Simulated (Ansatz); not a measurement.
Hf2GeB2 in space group P-6m2 (No. 187; Hf on 2h, Ge on 1a, B on 1b, B on 1f) under volume change, the program Ansatz at the PBE level (PAW), shape and atoms relaxed at each volume.

| V (Å³/atom) | E − E(relaxed) (meV/atom) | P (GPa) |
|---|---|---|
| 12.382 | [?] | [?] |
| 12.790 | 29.2 | 12.10 |
| 13.199 | 6.9 | 5.57 |
| 13.607 | 0.0 | 0.00 |
| 14.015 | 6.2 | -4.76 |
| 14.423 | 23.6 | -8.80 |
| 14.831 | [?] | [?] |

### Question
Some entries are withheld; supply them.

### Answer

- 14.831, E − E(relaxed) (meV/atom): 50.6
- 14.831, P (GPa): -12.23
- 12.382, E − E(relaxed) (meV/atom): 69.5
- 12.382, P (GPa): 19.73

### Question
What does a third-order Birch–Murnaghan fit give for V₀, B₀ and B′?

### Answer
V₀ = 13.61 Å³/atom, B₀ = 171 GPa, B′ = 4.3.

The start of the workflow was typed in or built on a structure type; neither database checked (COD, Materials Project) lists it. Whether it is the stable phase at ambient conditions was not checked. Symmetry was held in the PBE relaxation; its stability against distortions is not shown here. The run is not spin-polarised. Spin–orbit coupling is left out wherever it is not named.

Potentials: the earlier of the program's two PAW sets.
